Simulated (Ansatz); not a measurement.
According to plane-wave PAW r²SCAN (Ansatz code), La in the dhcp (α-La type) structure (P6_3/mmc) relaxes to a = 3.775 Å, c = 12.063 Å.

Electronic character: metallic (no gap). Gap from r²SCAN with spin–orbit coupling: none (metallic).

An equation-of-state fit gives a bulk modulus of 23.0 GPa. The relaxed-ion elastic constants in GPa are C11 = 43.0, C12 = 17.7, C13 = 9.7, C33 = 49.0, C44 = 12.3. The elastic constants imply a Debye temperature near 147 K. The highest mode at Γ lies at 68 cm⁻¹.

The cell was relaxed with r²SCAN under the symmetry of its start. As this level gives no gap, shear constants depend on the k-mesh and smearing (Fermi–Dirac, 0.1 eV here). As this level gives no gap, phonon frequencies hold no LO–TO term and depend on the k-mesh and smearing (Fermi–Dirac, 0.1 eV here). Axis ratios of metals converge slowly with the k-mesh, so a and c are less sure than the volume. Spin–orbit coupling is left out wherever it is not named.

Potentials: the earlier of the program's two PAW sets.
